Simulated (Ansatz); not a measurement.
Fe:
```cif
data_Fe
_chemical_formula_sum 'Fe1'
_space_group_name_H-M_alt 'P 1'
_space_group_IT_number 1
_cell_length_a 2.47699
_cell_length_b 2.47699
_cell_length_c 2.47699
_cell_angle_alpha 109.471
_cell_angle_beta 109.471
_cell_angle_gamma 109.471
loop_
_space_group_symop_operation_xyz
  'x, y, z'
loop_
_atom_site_label
_atom_site_type_symbol
_atom_site_fract_x
_atom_site_fract_y
_atom_site_fract_z
_atom_site_occupancy
Fe1 Fe 0.00000 0.00000 0.00000 1
```
Starting moments (μB, in the order of the atoms Fe): 2.8.

Relaxed with DFT-r²SCAN+D4 in the program Ansatz with PAW potentials. Indices refer to the conventional cell of Im-3m, a = b = c = 2.860 Å, α = β = γ = 90.00°.

Task: Simulate the powder diffraction pattern (Mo Kα, λ = 0.71073 Å; lines above 1 %) up to 2θ = 45°.

Result: Simulated powder pattern, Mo Kα, λ = 0.71073 Å (kinematic, ideal powder, no thermal factors, no anomalous dispersion; the 30 strongest lines at most, above 1 %, up to 2θ = 45°):

```json
[
 {"2θ (°)": "20.24", "d (Å)": "2.022", "I/Imax (%)": "100", "hkl": "(110)"},
 {"2θ (°)": "28.78", "d (Å)": "1.430", "I/Imax (%)": "16", "hkl": "(200)"},
 {"2θ (°)": "35.44", "d (Å)": "1.168", "I/Imax (%)": "31", "hkl": "(211)"},
 {"2θ (°)": "41.15", "d (Å)": "1.011", "I/Imax (%)": "8.7", "hkl": "(220)"}
]
```

The r²SCAN+D4 relaxation kept the symmetry of its start. Spin order of the final state: ferromagnetic, chosen from 3 collinear starts compared on coarse meshes (ties went to the first, and starts can fall back to one state), not a proven ground state. Textbook magnetic order: ferromagnetic. Other orbital occupations within this spin state were not tried. For itinerant 3d metals, meta-GGAs of the SCAN family and hybrids are commonly reported to give too large moments. The pairwise dispersion correction was not fitted to metals.

Potentials: the earlier of the program's two PAW sets.
